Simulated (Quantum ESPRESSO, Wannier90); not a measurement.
Wannierisation of MgTe (wurtzite)

```
CELL_PARAMETERS angstrom
      4.59020     0.00000     0.00000
     -2.29510     3.97523     0.00000
      0.00000     0.00000     7.43781
ATOMIC_POSITIONS crystal
  Mg 0.33333 0.66667 0.99599
  Mg 0.66667 0.33333 0.49599
  Te 0.33333 0.66667 0.37401
  Te 0.66667 0.33333 0.87401
```

Cell from Materials Project (mp-1039), symmetrised, no further relaxation. COD (Crystallography Open Database) has an entry of this formula and space group (matched by these alone). Computed values, not measurements, from PBEsol: Quantum ESPRESSO (norm-conserving PseudoDojo potentials, cutoff 68 Ry, no spin polarisation, no spin-orbit coupling) on a Γ-centred 6×6×4 mesh, then Wannier90. Density: 12×12×4 mesh, cold smearing 0.01 Ry. Spin-orbit coupling is left out although heavy elements are present.

Base run: 16 functions from bands 19-44 of the 44 computed, start hydrogen-like Mg: s;p; Te: s;p, centres 0.05 Å off the atoms, frozen window up to 3.79 eV relative to the valence-band maximum, outer window open. Rows change the key named; with other orbitals the number of functions and the frozen window follow, as listed; window edges are relative to the valence-band maximum. The misfit compares interpolated bands with pw.x on a high-symmetry path, for states up to 3.3 eV relative to the valence-band maximum. Converged means that the tolerances were met: symmetric starts can stop on a saddle, which shows as a larger Ω_OD at equal Ω_I and can move the misfit too.

Rows with other orbitals or bands describe another subspace, so their Ω_I can't be set against the base's. Runs that didn't settle are not listed.

```csv
setting,orbitals,bands,functions,frozen to (eV),Ω_I (Å²),Ω_D (Å²),Ω_OD (Å²),rms misfit (meV),worst (meV),ended
base,"Mg sp, Te sp",19-44,16,3.79,33.31,0.06,4.19,4.6,60,converged
"num_iter = 0 (projection only), orbitals on the atoms","Mg sp, Te sp",19-44,16,3.79,33.31,0.17,17.63,4.9,59,no minimisation
start: the same orbitals exactly on the atoms,"Mg sp, Te sp",19-44,16,3.79,33.31,0.06,4.19,4.5,60,converged
start: sp3 on every atom,"Mg sp, Te sp",19-44,16,3.79,33.31,0.06,4.19,4.5,60,converged
atomic waves with projectability windows 0.01 and 0.95,"Mg 3s, Te 5s, Te 5p",19-44,10,3.79,36.65,1.61,12.46,11,116,converged
```
